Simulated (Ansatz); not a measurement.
A relaxation computed with Ansatz, from input to last step.

```yaml
crystal:
  lattice:
    - [4.8935813859, 0.0, 0.0]
    - [-2.4467906929, 4.2379657957, 0.0]
    - [0.0, 0.0, 4.7249646875]
  atoms:
    - { symbol: Ti, position: [0.0, 0.6674444749, 0.75] }
    - { symbol: Ti, position: [0.0, 0.3325555251, 0.25] }
    - { symbol: Ti, position: [0.6674444749, 0.0, 0.75] }
    - { symbol: Ti, position: [0.6674444749, 0.6674444749, 0.25] }
    - { symbol: Ti, position: [0.3325555251, 0.3325555251, 0.75] }
    - { symbol: Ti, position: [0.3325555251, 0.0, 0.25] }
    - { symbol: O, position: [0.0, 0.0, 0.5] }
    - { symbol: O, position: [0.0, 0.0, 0.0] }
basis:
  ecutwfc: 420
kpoints:
  mp_grid: { grid: [12, 12, 8] }
hamiltonian:
  xc: pbesol
scf:
  occupations: { method: gaussian, width: 0.1 }
output:
  forces: true
  stress: true
  eigenvalues: true
  write_density: true
  write_potential: true
  elf: true
  volumetric_format: npy
relax:
  adjacent_minimum: "off"
  f_tol: 0.01
  max_steps: 30
  cell: { stress_tol: 0.1, fix: [volume] }
```

```bash
ansatz run input.yaml --threads 2 --pin off --max-ram 5120MiB --backend cpu --events-out ev --progress --plain --runs-dir out
```

Theory: DFT PBEsol, scalar-relativistic, plane waves, PAW in Ansatz 0.2.0.

The volume is held at 0.91 times that of the relaxed cell.

Of 4 frames 3 are shown, positions in Å and forces in eV/Å; the SCF threshold varies from step to step. Steps run on the plane waves of an earlier cell, with a Pulay correction in the pressure. The basis is chosen afresh for the last frame, the zero of the energies, and at times for earlier ones too; energy and pressure step there, also at an unchanged geometry.

```xyz
8
Lattice="4.8936 0.0000 0.0000 -2.4468 4.2380 0.0000 0.0000 0.0000 4.7250" Properties=species:S:1:pos:R:3:forces:R:3 pbc="T T T" step=1 free_energy_over_end_meV_per_atom=0.90 pressure_GPa=18.10
Ti   -1.6331    2.8286    3.5437    0.1348   -0.2335    0.0000
Ti   -0.8137    1.4094    1.1812   -0.1348    0.2335    0.0000
Ti    3.2662    0.0000    3.5437   -0.2696    0.0000    0.0000
Ti    1.6331    2.8286    1.1812   -0.1348   -0.2335    0.0000
Ti    0.8137    1.4094    3.5437    0.1348    0.2335    0.0000
Ti    1.6274    0.0000    1.1812    0.2696    0.0000    0.0000
O     0.0000    0.0000    2.3625    0.0000    0.0000    0.0000
O     0.0000    0.0000    0.0000    0.0000    0.0000    0.0000
8
Lattice="4.8884 0.0000 0.0000 -2.4442 4.2334 0.0000 0.0000 0.0000 4.7351" Properties=species:S:1:pos:R:3:forces:R:3 pbc="T T T" step=2 free_energy_over_end_meV_per_atom=0.02 pressure_GPa=17.41
Ti   -1.6274    2.8187    3.5513    0.0054   -0.0093    0.0000
Ti   -0.8168    1.4147    1.1838   -0.0054    0.0093    0.0000
Ti    3.2548    0.0000    3.5513   -0.0107    0.0000    0.0000
Ti    1.6274    2.8187    1.1838   -0.0054   -0.0093    0.0000
Ti    0.8168    1.4147    3.5513    0.0054    0.0093    0.0000
Ti    1.6336    0.0000    1.1838    0.0107    0.0000    0.0000
O     0.0000    0.0000    2.3675    0.0000    0.0000    0.0000
O     0.0000    0.0000    0.0000    0.0000    0.0000    0.0000
8
Lattice="4.8857 0.0000 0.0000 -2.4429 4.2312 0.0000 0.0000 0.0000 4.7402" Properties=species:S:1:pos:R:3:forces:R:3 pbc="T T T" step=4 free_energy_over_end_meV_per_atom=0.00 pressure_GPa=17.36
Ti   -1.6263    2.8168    3.5551   -0.0003    0.0006    0.0000
Ti   -0.8166    1.4144    1.1850    0.0003   -0.0006    0.0000
Ti    3.2525    0.0000    3.5551    0.0007    0.0000    0.0000
Ti    1.6263    2.8168    1.1850    0.0003    0.0006    0.0000
Ti    0.8166    1.4144    3.5551   -0.0003   -0.0006    0.0000
Ti    1.6332    0.0000    1.1850   -0.0007    0.0000    0.0000
O     0.0000    0.0000    2.3701    0.0000    0.0000    0.0000
O     0.0000    0.0000    0.0000    0.0000    0.0000    0.0000
```

Time: 67 s on 2 threads of Intel(R) Xeon(R) Platinum 8488C (Sapphire Rapids), with other jobs on the host, peak memory 0.69 GiB.

Spin polarisation was left out, and a magnetic state may lie lower.